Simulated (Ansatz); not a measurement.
# TlCuI3: stable or not

The cell was found from a structure generator's guess, not taken from experiment.

Theory: Ansatz, DFT PBE, scalar-relativistic, plane waves, PAW. Plane waves to 420 eV, an 8×8×8 mesh through Γ for the 5-atom cell and 0.10 eV Gaussian smearing; no spin polarisation.

```
Tl Cu I
1.0
     5.54638    0.00000    0.00000
     0.00000    5.54638    0.00000
     0.00000    0.00000    5.54638
Tl Cu I
1 1 3
Cartesian
  2.7732 2.7732 2.7732
  0.0000 0.0000 0.0000
  2.7732 0.0000 0.0000
  0.0000 2.7732 0.0000
  0.0000 0.0000 2.7732
```

Energies over the elements count from the elements' standard structures at the same level, with no fitted energy shifts.

**Question.** These tests were run: energy against the elements; phonons at Γ. What do they show?

**Answer.**

```tsv
test	result
energy against the elements	−0.25 eV/atom
phonons at Γ	imaginary modes down to 22i cm⁻¹
```

It fails none of these tests outright. Whether a mixture of other phases lies lower isn't tested here. Phonons away from Γ weren't computed. Undecided within the accuracy: phonons at Γ.

Spin–orbit coupling, which can matter for I and Tl, is left out. An odd number of electrons in the primitive cell allows no gap without spin; a larger cell or a magnetic state could open one. The cell is a metal run without spin; a magnetic state may lie lower. No Hubbard U is applied to the 3d shell of Cu. The reference form of I is held partly by dispersion forces, which this level lacks. The run for the phonons used an 8×8×8 k mesh and Fermi–Dirac smearing of 0.15 eV.
